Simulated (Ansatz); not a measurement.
## Trial structures of SrTa2O2: starts and ends

Theory: Ansatz, DFT PBE, scalar-relativistic, plane waves, PAW. All cells share a 420 eV cutoff and Γ-centred k meshes spaced at most about 0.3 Å⁻¹ (about 0.25 or finer for metals, 2π included). No spin polarisation in the final relaxations.

Each guess was relaxed in cell and atoms at zero pressure, within the symmetry of its start. All energies are static (0 K, no zero-point motion). Coordination counts O atoms around Sr and Ta (those within 1.25 times the shortest such distance or 1.15 times the sum of covalent radii; the shortest distance is added where it is long for a bond).

| guess | made from | start group | V start (Å³/atom) | end group | V end (Å³/atom) | coordination at the end | gap on mesh (eV) | E over the lowest end (meV/atom) |
| --- | --- | --- | --- | --- | --- | --- | --- | --- |
| 1 | random cell | R-3m | 9.8 | R-3m | 25.2 | Sr 2, Ta 1 | 0 | 820 |
| 2 | SmCo2Si2 type | I4/mmm | 15.5 | ? | ? | ? | ? | ? |
| 3 | random cell | P6/mmm | 19.1 | P6/mmm | 17.5 | Sr 6, Ta 2 | 0 | 0 |
| 4 | Ho2CdCu2 type | P4/mbm | 16.9 | P4/mbm | 24.5 | Sr 8 from 3.5 Å, Ta 2 | 0 | 725 |

Guess 2 as it starts:

Space group I4/mmm (No. 139). a = 3.944 Å, b = 3.944 Å, c = 9.974 Å, α = 90.00°, β = 90.00°, γ = 90.00°
```
atom  site  symmetry       x       y       z
  Sr    2a     4/mmm  0.0000  0.0000  0.0000
  Ta    4d      -4m2  0.5000  0.0000  0.2500
   O    4e       4mm  0.5000  0.5000  0.1324
```

Question: Predict the end of this guess and its energy over the lowest end.

Answer: It ends in space group I4/mmm (No. 139), with a = 3.719 Å, c = 12.094 Å, 16.7 Å³/atom and no gap. It lies 0.52 eV/atom over the lowest end, above guess 3 and below guess 4. Counting O atoms around Sr and Ta, this end has Sr 8, Ta 4 and the lowest (guess 3) has Sr 6, Ta 2.

Space group I4/mmm (No. 139). a = 3.719 Å, b = 3.719 Å, c = 12.094 Å, α = 90.00°, β = 90.00°, γ = 90.00°
| atom | site | symmetry | x | y | z |
| --- | --- | --- | --- | --- | --- |
| Sr | 2a | 4/mmm | 0.0000 | 0.0000 | 0.0000 |
| Ta | 4d | -4m2 | 0.5000 | 0.0000 | 0.2500 |
| O | 4e | 4mm | 0.5000 | 0.5000 | 0.1299 |

Energies over the elements count from the elements' standard structures at the same level (O₂ as a molecule), with no fitted energy shifts.

Question: Is the lowest end bound against the elements?

Answer: Yes: its formation energy is −1.42 eV/atom. It lies below the elements, which doesn't yet make it stable against other compounds or structures.

Spin–orbit coupling, which can matter for Ta, is left out. Cells relaxed within their symmetry can be saddle points. A lower structure may well exist outside this small set. Some candidate types were left out of the draw beforehand, so a known form may be missing.
